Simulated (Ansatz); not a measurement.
Where the states of Al₂Au lie

```cif
data_structure
_symmetry_space_group_name_H-M 'P 1'
_symmetry_Int_Tables_number 1
_cell_length_a 4.2426
_cell_length_b 4.2426
_cell_length_c 4.2426
_cell_angle_alpha 60.000
_cell_angle_beta 60.000
_cell_angle_gamma 60.000
_cell_volume 54.00
loop_
_atom_site_label
_atom_site_type_symbol
_atom_site_fract_x
_atom_site_fract_y
_atom_site_fract_z
_atom_site_occupancy
Al1 Al 0.25000 0.25000 0.25000 1
Al2 Al 0.75000 0.75000 0.75000 1
Au1 Au 0.00000 0.00000 0.00000 1
```

The runs use the primitive cell with vectors (0.000, 3.000, 3.000), (3.000, 0.000, 3.000), (3.000, 3.000, 0.000) Å, to which the k mesh refers.

The cell comes from COD entry 9008999, which wasn't checked; take it as a given geometry.

No spin–orbit coupling, which matters for the heavy atoms here.

Level of theory: DFT, LDA, all-electron LAPW, scalar-relativistic (Ansatz 0.2.0).

The runs use a Γ-centred 11×11×11 k mesh, Fermi–Dirac smearing of 0.05 eV, basis error target 0.5 meV/atom, no spin polarisation.

(1) Where is the centre of the filled Au 5d states between -14 eV and the top of the filled states?

(2) Tabulate the density of states.

## Answers

(1) -5.94 eV from the Fermi level.

(2) States per eV and cell, averaged over 0.4 eV, from -5.8 to 3.6 eV, with energies (bin centres) from the Fermi level; empty bins are left out. The partial columns, the largest 4 alone, are projections on Löwdin-orthogonalised atomic shells (those that the program's projection atoms carry: the occupied ones and, for some elements, an empty d or f shell; other empty shells have no column), summed over atoms of an element. Weights on diffuse s and p shells depend on that basis and aren't pure angular character.
```tsv
E (eV)	total	Au 5d	Al 3p	Al 3s	Au 6s
-5.7	8.81	7.88	0.51	0.08	0.31
-5.3	1.43	1.20	0.10	0.02	0.09
-4.9	0.78	0.32	0.21	0.17	0.07
-4.5	1.26	0.39	0.43	0.33	0.09
-4.1	0.79	0.18	0.32	0.20	0.08
-3.7	0.63	0.11	0.28	0.15	0.07
-3.3	0.85	0.16	0.40	0.21	0.06
-2.9	0.84	0.14	0.43	0.20	0.05
-2.5	0.86	0.12	0.47	0.19	0.05
-2.1	1.05	0.13	0.69	0.16	0.04
-1.7	1.31	0.14	0.92	0.16	0.03
-1.3	1.20	0.12	0.86	0.14	0.03
-0.9	1.13	0.10	0.82	0.12	0.02
-0.5	1.04	0.08	0.77	0.10	0.02
-0.1	0.99	0.06	0.74	0.08	0.02
0.3	0.77	0.04	0.57	0.06	0.01
0.7	0.48	0.03	0.32	0.05	0.01
1.1	0.36	0.02	0.21	0.05	0.01
1.5	0.55	0.06	0.17	0.24	0.01
1.9	0.87	0.10	0.26	0.41	0.03
2.3	1.35	0.11	0.48	0.51	0.09
2.7	2.15	0.13	0.87	0.77	0.13
3.1	1.12	0.06	0.46	0.33	0.11
3.5	0.59	0.02	0.23	0.08	0.12
```
